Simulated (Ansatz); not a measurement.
Ansatz (a quantum-chemistry and plane-wave program) input:

Ansatz 0.2 input:
```yaml
crystal:
  lattice:
    - [0.0, 2.905690072, 2.905690072]
    - [2.905690072, 0.0, 2.905690072]
    - [2.905690072, 2.905690072, 0.0]
  atoms:
    - { symbol: Pb, position: [0.0, 0.0, 0.0] }
    - { symbol: F, position: [0.25, 0.25, 0.25] }
    - { symbol: F, position: [0.75, 0.75, 0.75] }
kpoints:
  mp_grid: { grid: [8, 8, 8] }
hamiltonian:
  xc: lda
  pseudopotentials: { kind: paw }
scf:
  occupations: { method: fixed }
elastic: { mode: relaxed_ion, stencil: two_point, amplitude: 0.005, f_tol: 0.0005 }
```

Output (shortened):

```
Pseudopotential: Pb, paw, valence charge 14
Pseudopotential: F, paw, valence charge 7
Functional definition: SPW92
Crystal: 3 atoms, lattice volume = 49.066 Å³
Basis set: ecut = 420 eV, 941 PW (Γ)
Bands: 18, of which v1, the nominal top of the filled ones, is band 14 counted from 1 (13 counted from 0)
Symmetry: 48 space group operations
Space group: Fm-3m (ITA 225), of the structure as read, at distance tolerance 3.7e-5 Å
k-points: 29 of 512
SCF 1 converged in 9 iterations: F = -13191.266094 eV  dr2 = 3.99e-16
Crystal: 3 atoms, lattice volume = 48.820 Å³
Symmetry: 16 space group operations
k-points: 59 of 512
SCF 2 converged in 8 iterations: F = -13191.265510 eV  dr2 = 4.00e-15
Crystal: 3 atoms, lattice volume = 49.311 Å³
SCF 3 converged in 5 iterations: F = -13191.265636 eV  dr2 = 9.99e-14
Crystal: 3 atoms, lattice volume = 49.065 Å³
Symmetry: 8 space group operations
k-points: 95 of 512
SCF 4 converged in 9 iterations: F = -13191.265860 eV  dr2 = 3.18e-15
relax step   1: F+E_penalty+E_count = -13191.26586003 eV  Δ(F+E_penalty+E_count) = +0.000e0 eV  max|allowed force component| = 1.712e-2 eV/Å  Δτ_max = 0.0000 Å  (9 SCF iters, accepted)
Crystal: 3 atoms, lattice volume = 49.065 Å³
SCF 5 converged in 7 iterations: F = -13191.265916 eV  dr2 = 5.39e-14
relax step   2: F+E_penalty+E_count = -13191.26591644 eV  Δ(F+E_penalty+E_count) = -5.642e-5 eV  max|allowed force component| = 5.057e-3 eV/Å  Δτ_max = 0.0047 Å  (7 SCF iters, accepted)
Crystal: 3 atoms, lattice volume = 49.065 Å³
SCF 6 converged in 6 iterations: F = -13191.265922 eV  dr2 = 3.54e-14
relax step   3: F+E_penalty+E_count = -13191.26592183 eV  Δ(F+E_penalty+E_count) = -5.394e-6 eV  max|allowed force component| = 2.334e-7 eV/Å  Δτ_max = 0.0011 Å  (6 SCF iters, accepted)
Crystal: 3 atoms, lattice volume = 49.065 Å³
SCF 7 converged in 2 iterations: F = -13191.265922 eV  dr2 = 8.33e-15
Crystal: 3 atoms, lattice volume = 49.065 Å³
SCF 8 converged in 9 iterations: F = -13191.265860 eV  dr2 = 2.91e-15
relax step   1: F+E_penalty+E_count = -13191.26586002 eV  Δ(F+E_penalty+E_count) = +0.000e0 eV  max|allowed force component| = 1.712e-2 eV/Å  Δτ_max = 0.0000 Å  (9 SCF iters, accepted)
Crystal: 3 atoms, lattice volume = 49.065 Å³
SCF 9 converged in 7 iterations: F = -13191.265922 eV  dr2 = 4.55e-14
relax step   2: F+E_penalty+E_count = -13191.26592183 eV  Δ(F+E_penalty+E_count) = -6.181e-5 eV  max|allowed force component| = 9.609e-7 eV/Å  Δτ_max = 0.0036 Å  (7 SCF iters, accepted)
Crystal: 3 atoms, lattice volume = 49.065 Å³
SCF 10 converged in 2 iterations: F = -13191.265922 eV  dr2 = 1.41e-14
SCF converged after 9 iterations
Free energy (F): -13191.266094 eV
Harris-Foulkes:  -13191.266094 eV  (|F-HF|=7.28e-12)
Internal energy: -13191.266094 eV  (E = F + TS)
E sigma→0 (E₀):  -13191.266094 eV
Fermi energy:    5.498723 eV
--- Per-component energies (eV) ---
  E_band       = -113.782886
  E_kinetic    = 696.989130
  E_local      = -2189.238449  (includes V_loc(G=0)·N_el)
  E_nonlocal   = 505.849711
  E_hartree    = 836.009061
  E_xc         = -376.448448
  E_vxc        = -336.872326  (∫ρ·V_xc dr)
  E_paw        = -10472.807677  (= ΣΔE_a)
  E_vpaw       = -462.533168  (= ΣTr[D̂ρ^β])
  E_aug_tail   = 0.004093  (compensation charges beyond the density's cutoff)
  E_ewald      = -2191.772305
  E_core_change = 0.148790  (= ΣΔE_core)
  E_smearing   =  0.000000  (= −TS)
  E_closure    = 0.000000  (closes the sum)
  Σ components = -13191.266094   (vs F -13191.266094, Δ=0.00e0)
--- Forces (eV/Å), atoms counted from 1 ---
  atom   1  Pb     0.00000000     0.00000000     0.00000000
  atom   2  F      0.00000000     0.00000000     0.00000000
  atom   3  F      0.00000000     0.00000000     0.00000000
  max |Σ_I F_I| component: 3.70e-17 eV/Å
--- Stress (GPa, compression-positive) ---
       -0.003176       0.000000       0.000000
        0.000000      -0.003176       0.000000
        0.000000       0.000000      -0.003176
  P = ⅓ Tr σ = -0.0032 GPa (-0.032 kbar)
--- Band table (eV; the first three rows and the last of 29) ---
  k-point 0: bands = ["-15.7121", "-14.9235", "-8.8638", "-8.8638", "-8.8638", "-8.7571", "-8.7571", "0.7603", "2.6318", "2.6318", "2.6318", "3.1406", "3.1406", "3.1406", "12.1408", "12.1408", "12.1408", "15.8986"]
  k-point 1: bands = ["-15.6738", "-14.9590", "-8.8550", "-8.8550", "-8.8191", "-8.7573", "-8.7573", "0.4071", "2.4833", "2.5900", "2.5900", "3.1166", "3.1166", "3.6481", "11.5577", "12.2905", "12.2905", "16.8848"]
  k-point 2: bands = ["-15.5730", "-15.0500", "-8.8387", "-8.8387", "-8.7525", "-8.7525", "-8.7146", "-0.2045", "2.2578", "2.4911", "2.4911", "3.0598", "3.0598", "4.4969", "10.8008", "12.6600", "12.6600", "18.2644"]
  k-point 28: bands = ["-15.2875", "-15.2875", "-8.7881", "-8.7452", "-8.7419", "-8.6469", "-8.6469", "-1.3876", "1.1943", "2.3621", "2.3621", "3.5375", "3.6972", "5.4987", "11.5077", "11.5077", "12.8571", "15.3752"]
--- Elastic constants: 2 strain directions × 2 members + reference (group order 48) ---
  dense FFT box of the reference and of every strained cell: 30×30×30
  strains applied: 11, 23; error gains: componentwise 1.00 (the most a stress slope's error grows in a printed constant), spectral 1.73 (1 for all six strains …
  C = ∂σ_k/∂η_j (tension-positive GPa; Voigt order 11 22 33 23 13 12):
       123.931     70.077     70.077      0.000      0.000      0.000
        70.077    123.931     70.077      0.000      0.000      0.000
        70.077     70.077    123.931      0.000      0.000      0.000
         0.000      0.000      0.000     24.395      0.000      0.000
         0.000      0.000      0.000      0.000     24.395      0.000
         0.000      0.000      0.000      0.000      0.000     24.395
  reference stress σ⁰ (GPa):      0.003      0.003      0.003      0.000      0.000      0.000
  moduli (Voigt/Reuss/Hill, GPa): K = 88.03/88.03/88.03   G = 25.41/25.35/25.38   E = 69.46   ν = 0.368
  mechanically stable: yes (min eigenvalue of sym C = 24.39 GPa)
  strain η (Voigt 11):  stress-route row diagonal C_11 = 123.93 GPa, energy-path curvature d²(F+E_count+ΔE)/dδ²/Ω₀ = 124.43 GPa
         δ    σ_11 (GPa)             F (eV)   n_scf  n_hpsi   n_pw
    -5.000e-3      -0.6208      -13191.2655095       8   20763    966   relax 0 steps, max|allowed force component| 1.11e-16 eV/Å
     5.000e-3       0.6185      -13191.2656356       5   16241    982   relax 0 steps, max|allowed force component| 1.11e-16 eV/Å
  strain η (Voigt 23):  stress-route row diagonal C_44 = 24.39 GPa, energy-path curvature d²(F+E_count+ΔE)/dδ²/Ω₀ = 25.17 GPa
         δ    σ_23 (GPa)             F (eV)   n_scf  n_hpsi   n_pw
    -5.000e-3      -0.1220      -13191.2659218       2   15936    982   relax 3 steps, max|allowed force component| 2.33e-7 eV/Å
     5.000e-3       0.1220      -13191.2659218       2   15943    982   relax 2 steps, max|allowed force component| 9.61e-7 eV/Å
```

Cost: very roughly 26 core-seconds on shared cores.

Symmetry was held in the LDA relaxation; phonons on a q-mesh show no instability. Spin–orbit coupling is left out wherever it is not named.

Potentials: the later of the program's two PAW sets.

Ansatz is a plane-wave DFT program.
